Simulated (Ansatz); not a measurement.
PbS:
```cif
data_Pb4S4
_chemical_formula_sum 'S4 Pb4'
_space_group_name_H-M_alt 'F-43m'
_space_group_IT_number 216
_space_group_name_Hall 'F -4 2 3'
_cell_length_a 6.60179
_cell_length_b 6.60179
_cell_length_c 6.60179
_cell_angle_alpha 90.000
_cell_angle_beta 90.000
_cell_angle_gamma 90.000
loop_
_atom_site_label
_atom_site_type_symbol
_atom_site_symmetry_multiplicity
_atom_site_Wyckoff_symbol
_atom_site_fract_x
_atom_site_fract_y
_atom_site_fract_z
_atom_site_occupancy
S1 S 4 d 0.75000 0.75000 0.75000 1
Pb1 Pb 4 a 0.00000 0.00000 0.00000 1
```
(The calculation used a cell of 2 atoms; values per cell refer to that cell.)

Relaxed with r²SCAN. 

Question: HSE06 on this cell (Ansatz, a first-principles code, PAW) gives a gap of 1.30 eV. What does r²SCAN give?

Answer: 0.95 eV.

Cost on shared cores: the r²SCAN run (SCF on a 7×7×7 mesh, then bands and DOS) very roughly 50 core-seconds, the HSE06 run (SCF on 5×5×5, then a few points) around 2.2 core-minutes (rough); the tasks are unlike.

The start of the workflow was typed in or built on a structure type; neither database checked (COD, Materials Project) lists it. It is not the phase usual at ambient conditions (space group No. 225). The r²SCAN relaxation kept the symmetry of its start. At this level the phase is mechanically unstable. Scalar-relativistic: spin–orbit coupling is off unless named, which matters more the heavier the elements.

Potentials: the earlier of the program's two PAW sets.

Ansatz is a plane-wave DFT program.
